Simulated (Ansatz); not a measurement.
TiO2 (anatase)

```yaml
crystal:
  lattice:
    - [-1.88900, 1.88900, 4.79434]
    - [1.88900, -1.88900, 4.79434]
    - [1.88900, 1.88900, -4.79434]
  atoms:
    - { symbol: Ti, position: [0.50000, 0.50000, 0.00000] }
    - { symbol: Ti, position: [0.25000, 0.75000, 0.50000] }
    - { symbol: O, position: [0.29278, 0.29278, 0.00000] }
    - { symbol: O, position: [0.04278, 0.54278, 0.50000] }
    - { symbol: O, position: [0.45722, 0.95722, 0.50000] }
    - { symbol: O, position: [0.70722, 0.70722, 0.00000] }
```

The volume is varied about the relaxed value V₀ at fixed cell shape. The atoms relax within the cell's symmetry.

The numbers are results of r2SCAN (plane waves to 500 eV, PAW, scalar-relativistic; Ansatz, a first-principles code), not measurements. k mesh 12×12×12 (Γ-centred), Fermi-Dirac smearing 0.05 eV. Energies are smeared free energies. With the shape held, the modulus is that of even scaling; a crystal free to change shape is softer. The PAW data are Ansatz's earlier set. TiO2 is run without spin polarisation. TiO2 was relaxed with its symmetry unable to fall. The zero of ΔE is the relaxed starting cell.

```
V (Å³/atom)  ΔE (meV/atom)
-----------  -------------
9.580                258.0
9.885                169.6
10.189               102.9
10.493                54.9
10.797                23.2
11.101                 5.5
11.405                 0.0
11.709                 5.0
12.013                19.1
12.318                41.0
12.622                69.7
12.926               104.1
13.230               143.5
```

### Question
What is the fitted pressure derivative B₀′?

### Answer
4.4.

### Question
What bulk modulus at fixed cell shape B₀ follows from a third-order Birch-Murnaghan fit?

### Answer
206 GPa. Check by three points about V = 11.405 Å³/atom, step 0.304: d²E/dV² ≈ (5.5 − 2·0.0 + 5.0) meV / 0.304² = 0.113 eV/Å⁶, and V·d²E/dV² × 160.2 = 207 GPa.

(Under strain, the slope of the energy per volume gives the stress and its curvature an elastic modulus.)
